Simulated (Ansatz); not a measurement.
## Stress against strain in ZrOs

```yaml
crystal:
  lattice:
    - [3.26300, 0.00000, 0.00000]
    - [0.00000, 3.26300, 0.00000]
    - [0.00000, 0.00000, 3.26300]
  atoms:
    - { symbol: Zr, position: [0.50000, 0.50000, 0.50000] }
    - { symbol: Os, position: [0.00000, 0.00000, 0.00000] }
```

Atoms are numbered in the order listed.

The geometry is COD entry 1523503, unchecked; take it as a test cell.

Spin–orbit coupling is left out, though it moves levels of the heavy atoms by tenths of an eV or more.

Level of theory: DFT, LDA, all-electron LAPW, scalar-relativistic (Ansatz 0.2.0).

The runs use a Γ-centred 13×13×13 k mesh, Fermi–Dirac smearing of 0.03 eV, basis error target 0.25 meV/atom, no spin polarisation.

The strain is applied along the Cartesian axes of the cell as listed (the other components stay zero). Fractional coordinates are held (clamped ions).

σ is the change of stress from the unstrained cell, which is at -7.43 GPa; tension is positive, so slopes are stress–strain coefficients at that pressure. In a metal the k mesh adds noise.

Only quantities that a quadratic follows smoothly over the whole series are listed; rougher ones are left out.

```
    εzz  σzz (GPa)  σxx (GPa)
-0.0200      -7.18      -2.83
 0.0000       0.00       0.00
 0.0100       3.22       1.37
 0.0200       6.23       2.68
```

Task: Fit the series and read off the stiffness at zero strain.

Result: Least-squares fits y = p0 + p1 x + p2 x² to the rows give σzz (GPa): p1 = 335, p2 = -1200; σxx (GPa): p1 = 138, p2 = -200. So C11 = 335 GPa and C12 = 138 GPa, which gives B = (C11 + 2 C12)/3 = 204 GPa.

Task: One run, at εzz = -0.0100, is withheld. Predict its row.

Result: The fits give -3.47, -1.39; the run gave -3.40, -1.41.
